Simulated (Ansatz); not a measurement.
Relax this structure to zero stress and force, keeping its symmetry:

```xyz
5
Lattice="3.9966 -4.1825 0.0000 3.9966 4.1825 0.0000 0.0000 0.0000 3.6058" Properties=species:S:1:pos:R:3 pbc="T T T"
Os    0.0000    0.0000    0.0000
Cl    3.9966   -2.6243    1.8029
Cl    3.9966    2.6243    1.8029
Cl    2.2682    0.0000    0.0000
Cl    5.7250    0.0000    0.0000
```

Computed with Ansatz 0.2.0, DFT PBEsol, scalar-relativistic, plane waves, PAW.

Cutoff 420 eV; k points 6×6×10 on the computed 5-atom cell (Γ-centred); Gaussian smearing, width 0.01 eV; collinear spin from starting moments 1.11 0 0 0.21 0.21 μB.

Task: What does it relax to?

Result: The volume goes up by 1.19 Å³/atom to 25.30 Å³/atom, and the energy falls by 4.9 meV/atom. The cell ends with a moment of 2.00 μB (only this magnetic start was tried). Final structure:
```
CELL_PARAMETERS angstrom
4.04623 -4.36787 0.00000
4.04623 4.36787 0.00000
0.00000 0.00000 3.57869
ATOMIC_POSITIONS crystal
Os 0.00000 0.00000 0.00000
Cl 0.82367 0.17633 0.50000
Cl 0.17633 0.82367 0.50000
Cl 0.27847 0.27847 0.00000
Cl 0.72153 0.72153 0.00000
```

Course of the relaxation (steps run on the plane waves of an earlier cell, and the basis is chosen afresh near the end, so energy and pressure can step there; trial steps that raised the energy were taken back; energies are free energies):

| step | E − E_final (meV/atom) | largest force component (eV/Å) | P (GPa) | V (Å³/atom) |
| --- | --- | --- | --- | --- |
| 1 | 4.9 | 0.387 | -1.51 | 24.11 |
| 2 | 1.1 | 0.148 | 0.57 | 24.61 |
| 3 | 0.4 | 0.025 | 0.15 | 24.66 |
| 4 | 0.2 | 0.009 | 0.03 | 24.90 |
| 5 | 0.1 | 0.012 | -0.01 | 25.23 |
| 6 | 0.1 | 0.006 | -0.01 | 25.24 |
| 7 | 0.1 | 0.000 | 0.00 | 25.27 |
| 8 | 0.1 | 0.001 | 0.00 | 25.30 |
| 9 | 0.0 | 0.001 | 0.01 | 25.30 |

Spin-orbit coupling is left out, which matters for the bands of heavy elements. The cell holds chains, and where no dispersion correction was added their binding is poorly described.

Cost: 1 run of about 5.2 core-minutes, on Arm Neoverse V1 (shared hosts).